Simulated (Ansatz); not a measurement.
TaGeO:
```yaml
crystal:
  lattice:
    - [3.37772, 0.00000, 0.00000]
    - [0.00000, 3.37772, 0.00000]
    - [0.00000, 0.00000, 6.89000]
  atoms:
    - { symbol: Ta, position: [0.00000, 0.50000, 0.69745] }
    - { symbol: Ta, position: [0.50000, 0.00000, 0.30255] }
    - { symbol: Ge, position: [0.00000, 0.00000, 0.00000] }
    - { symbol: Ge, position: [0.50000, 0.50000, 0.00000] }
    - { symbol: O, position: [0.50000, 0.00000, 0.60284] }
    - { symbol: O, position: [0.00000, 0.50000, 0.39716] }
```

Relaxed with PBEsol. Special points in fractions of this cell's reciprocal vectors: Γ (0.000, 0.000, 0.000); X (0.000, 0.500, 0.000); M (0.500, 0.500, 0.000); Z (0.000, 0.000, 0.500); R (0.000, 0.500, 0.500); A (0.500, 0.500, 0.500).

**Question.** List the band energies nearest the Fermi level at these points for PBEsol (plane waves, PAW; program Ansatz).

**Answer.** In eV from the Fermi level; about four levels below and three above (degenerate sets whole), none deeper than 8.9 eV; points with the same levels are listed once.

| k | below | above |
|---|---|---|
| Γ | -3.17 -3.17 -0.97 -0.58 | 0.26 0.26 0.38 |
| X | -1.33 -1.33 -0.78 -0.78 | 1.94 1.94 2.31 2.31 |
| M | -5.07 -5.07 -3.28 -3.28 | 0.98 0.98 1.99 1.99 |
| Z | -3.72 -3.72 -0.60 -0.10 | 0.40 0.40 0.76 |
| R | -0.88 -0.88 -0.33 -0.33 | 1.20 1.20 1.89 1.89 |
| A | -4.81 -4.81 -3.64 -3.64 | 0.05 0.05 2.00 2.00 |

Space group P4/nmm. The start of the workflow was typed in or built on a structure type; neither database checked (COD, Materials Project) lists it. Whether it is the stable phase at ambient conditions was not checked. The cell was relaxed with PBEsol under the symmetry of its start. At this level the phase is dynamically unstable (imaginary phonons). The run is not spin-polarised. The volume moved by -20 % from the start of the relaxation. Scalar-relativistic: spin–orbit coupling is off unless named, which matters more the heavier the elements.

Potentials: the earlier of the program's two PAW sets. The files were generated under PBE; for other functionals the program regenerates the frozen cores, and for LDA and PBEsol the local potential too.
